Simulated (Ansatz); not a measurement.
# rocksalt-structured RuTe

Computed with Ansatz (plane waves, PAW, 500 eV cutoff): r²SCAN, scalar-relativistic, no spin polarisation, 12×12×12 k-mesh, Gaussian smearing of 0.05 eV; PAW files: Ansatz's generated set soft_2.

```
CELL_PARAMETERS angstrom
0.00000 2.71052 2.71052
2.71052 0.00000 2.71052
2.71052 2.71052 0.00000
ATOMIC_POSITIONS crystal
Ru 0.50000 0.50000 0.50000
Te 0.00000 0.00000 0.00000
```

This is a trial structure made by placing the elements on a prototype's sites, so it needn't be the stable form.

Path: Γ–X–U | K–Γ–L–W–X, with Γ = (0.000, 0.000, 0.000), X = (0.500, 0.000, 0.500), U = (0.625, 0.250, 0.625), K = (0.375, 0.375, 0.750), L = (0.500, 0.500, 0.500), W = (0.500, 0.250, 0.750) in reciprocal vectors of the calculation's cell.

Task: Is it a metal or an insulator, and if it has a gap, where are the band edges on this path?

Result: A metal: bands cross the Fermi level.

Levels between -3 and 5 eV from the Fermi level at the path's named points:
| point | below E_F (eV) | above E_F (eV) |
| --- | --- | --- |
| Γ | -2.01 -2.01 -2.01 -1.71 -1.71 -0.38 -0.38 -0.38 |  |
| X | -2.67 -2.67 -1.16 -0.48 -0.48 | 0.59 2.85 |
| U and K | -1.61 -0.70 -0.22 | 0.42 1.06 4.82 |
| L | -0.89 -0.89 -0.30 | 4.12 4.62 4.62 |
| W | -0.71 -0.71 -0.48 -0.08 | 0.47 |

Spin–orbit coupling, which matters for such heavy elements, is left out.
